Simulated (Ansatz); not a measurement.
SrAg2Sn2:
```xyz
5
Lattice="-2.3484 2.3484 5.8157 2.3484 -2.3484 5.8157 2.3484 2.3484 -5.8157" Properties=species:S:1:pos:R:3 pbc="T T T"
Sr     0.0000     0.0000     0.0000
Sn     0.0000     0.0000     4.4064
Sn     0.0000     0.0000     7.2251
Ag     0.0000     2.3484     2.9079
Ag     2.3484     0.0000     2.9079
```

Relaxed with r²SCAN.

### Question
Map the electron localisation function on the plane through (0.000, 0.000, 0.000) spanned by u = [1, 1, 0] and v = [1, 0, 1] in lattice vectors, from r²SCAN in the plane-wave PAW code Ansatz.

### Answer
x is the fraction of u, y of v (the angle between them is 90°; rows are the nearest grid lines); atoms in the plane: Sr at (0.00, 0.00), Sn at (0.38, 0.00), Sn at (0.62, 0.00), Ag at (0.25, 0.50), Ag at (0.75, 0.50).
```
y \ x   0.000  0.100  0.175  0.275  0.375  0.450  0.550  0.625  0.725  0.825  0.900   1.00
------  -----  -----  -----  -----  -----  -----  -----  -----  -----  -----  -----  -----
1.00    0.006  0.476  0.048  0.305  0.002  0.266  0.266  0.002  0.305  0.048  0.476  0.006
0.913   0.600  0.293  0.071  0.330  0.021  0.292  0.293  0.021  0.329  0.071  0.293  0.600
0.826   0.856  0.054  0.158  0.323  0.281  0.343  0.342  0.281  0.323  0.158  0.054  0.856
0.783   0.719  0.038  0.199  0.241  0.323  0.422  0.422  0.323  0.241  0.199  0.038  0.719
0.696   0.049  0.117  0.213  0.276  0.463  0.453  0.453  0.463  0.276  0.212  0.117  0.049
0.609   0.032  0.243  0.273  0.562  0.294  0.275  0.275  0.294  0.562  0.273  0.243  0.032
0.522   0.064  0.259  0.364  0.744  0.222  0.141  0.141  0.222  0.744  0.364  0.259  0.064
0.478   0.064  0.259  0.364  0.744  0.222  0.141  0.141  0.222  0.744  0.364  0.259  0.064
0.391   0.032  0.243  0.273  0.562  0.294  0.275  0.275  0.294  0.562  0.273  0.243  0.032
0.304   0.049  0.117  0.212  0.276  0.463  0.453  0.453  0.463  0.276  0.213  0.117  0.049
0.217   0.719  0.038  0.199  0.241  0.323  0.422  0.422  0.323  0.241  0.199  0.038  0.719
0.174   0.856  0.054  0.158  0.323  0.281  0.342  0.343  0.281  0.323  0.158  0.054  0.856
0.0870  0.600  0.293  0.071  0.329  0.021  0.293  0.292  0.021  0.330  0.071  0.293  0.600
0.000   0.006  0.476  0.048  0.305  0.002  0.266  0.266  0.002  0.305  0.048  0.476  0.006
```

The density is the valence pseudo-density with augmentation charge, so density and ELF within about 1 Å of a nucleus are not all-electron values.

Space group I4/mmm. The workflow started from an entry of the Crystallography Open Database (COD). Whether it is the stable phase at ambient conditions was not checked. Symmetry was held in the r²SCAN relaxation; whether a distortion lowers the energy is not shown. No spin polarisation was allowed. Scalar-relativistic: spin–orbit coupling is off unless named, which matters more the heavier the elements.

Potentials: the later of the program's two PAW sets.
